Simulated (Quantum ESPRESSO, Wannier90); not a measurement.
Tight-binding from DFT: PbSe (rock salt)

```
begin unit_cell_cart
ang
    0.0000000000    3.0908250000    3.0908250000
    3.0908250000    0.0000000000    3.0908250000
    3.0908250000    3.0908250000    0.0000000000
end unit_cell_cart
begin atoms_frac
Pb   0.0000000000  0.0000000000  0.0000000000
Se   0.5000000000  0.5000000000  0.5000000000
end atoms_frac
```

Cell from Materials Project (mp-2201), symmetrised, no further relaxation. COD (Crystallography Open Database) has an entry of this formula and space group (matched by these alone). Level: PBE, no spin polarisation, no spin-orbit coupling; pw.x of Quantum ESPRESSO at 69 Ry with PseudoDojo potentials, 10×10×10 k-points, Wannier90. Density: 10×10×10 mesh, cold smearing 0.01 Ry. Spin-orbit coupling is left out although heavy elements are present.

A tight-binding model is made by disentanglement and projection with no localisation steps (num_iter = 0), so the 8 orbitals stay atom-like: hydrogen-like Pb: s;p; Se: s;p, axes along x, y, z; frozen window up to 1.89 eV relative to the valence-band maximum. It follows pw.x to 1.8 meV rms for states up to 1.4 eV relative to the valence-band maximum. Matrix elements depend on this choice of orbitals and windows.

**Question.** What are the on-site energies relative to the valence-band maximum, and how fast do the hoppings decay?

**Answer.** 
```csv
atom,orbitals,energy (eV)
Pb1,s,-7.04
Pb1,pz px py,1.96
Se2,s,-11.72
Se2,pz px py,-1.10
```

```csv
distance of the centres (Å),largest modulus (eV)
3–4,1.8
4–5,0.21
5–6,0.0081
6–7,0.36
7–8,0.0026
8–9,0.0071
9–10,0.059
10–11,0.0014
11–12,0.0021
12–13,0.018
```
